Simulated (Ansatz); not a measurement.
P (black phosphorus), relaxed and computed with several functionals in Ansatz (plane waves, PAW).

```csv
functional,a (Å),c (Å),V (Å³/atom),gap (eV)
PBEsol,3.318,4.194,17.92,none
r²SCAN,3.300,4.557,20.71,0.25
PBE,3.311,4.566,21.34,0.14
PBE+D3(BJ),3.323,4.160,17.62,none
LDA,[?],[?],[?],[?]
```

### Question
Some entries are withheld; supply them.

### Answer

- LDA, a (Å): 3.312
- LDA, c (Å): 4.120
- LDA, V (Å³/atom): 17.35
- LDA, gap (eV): none

Weakly bound layers, chains or molecules computed without a dispersion correction, so cells and soft constants are ill determined: P, black phosphorus with PBEsol; P, black phosphorus with r²SCAN; P, black phosphorus with PBE; P, black phosphorus with LDA. All cells were relaxed under the symmetry of their starts (and spin orders); stability against distortions was not tested throughout.

Potentials: the later of the program's two PAW sets.

Ansatz (a first-principles code) is a plane-wave DFT program.
